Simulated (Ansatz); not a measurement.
# Ru (bcc): energy against volume

Computed with DFT, LDA (PW92), plane waves (420 eV) with PAW, scalar-relativistic (Ansatz). (PAW data from PBE, frozen cores regenerated.)

The cell is scaled uniformly from the relaxed one, with fractional coordinates and shape fixed. Energies are extrapolated to zero smearing, pressures are those at the given smearing. Magnetic state: spin not included.

A Birch-Murnaghan fit gives V₀ = 13.49 Å³/atom, B₀ = 331 GPa, B₀′ = 4.8.

(1) What are the energy above the minimum and the pressure at 12.969 Å³/atom?

(2) What are the energy above the minimum and the pressure at 14.050 Å³/atom?

(3) What are the energy above the minimum and the pressure at 15.131 Å³/atom?

## Answers

(1) 22.6 meV/atom and 14.98 GPa as computed.

(2) 22.1 meV/atom and -11.60 GPa as computed.

(3) 165.1 meV/atom and -28.20 GPa as computed.
